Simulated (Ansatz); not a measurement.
Values for one crystal, relaxed and computed with plane-wave PAW r²SCAN (Ansatz code); other levels are named.

```yaml
volume_per_atom: 11.23 Å³
band_gap: 4.84 eV (indirect)
HSE06 gap on the r²SCAN cell: 6.01 eV
Formation energy from the elements (no fitted shifts): -1.85 eV/atom
conduction_band_minimum: at Γ
electron_effective_mass: 0.58, 0.63, 0.63 mₑ (principal values)
smallest_direct_gap_on_the_standard_path: 4.89 eV
```

Question: Which compound is it?
(A) CdS, zinc blende
(B) ZnO, wurtzite
(C) Na2CO3, C2/m (Pearson symbol mS24)
(D) ZnS, wurtzite

Answer: C, Na2CO3, C2/m (Pearson symbol mS24)

The workflow started from a Materials Project entry (that database holds measured and hypothetical structures alike); the Crystallography Open Database files this formula in space group No. 12, but the cells were not matched. Whether it is the stable phase at ambient conditions was not checked. Symmetry was held in the r²SCAN relaxation; whether a distortion lowers the energy is not shown. The references are the lowest solids computed at this level, not always the standard phases (solids in place of the gases).

Potentials: the later of the program's two PAW sets.
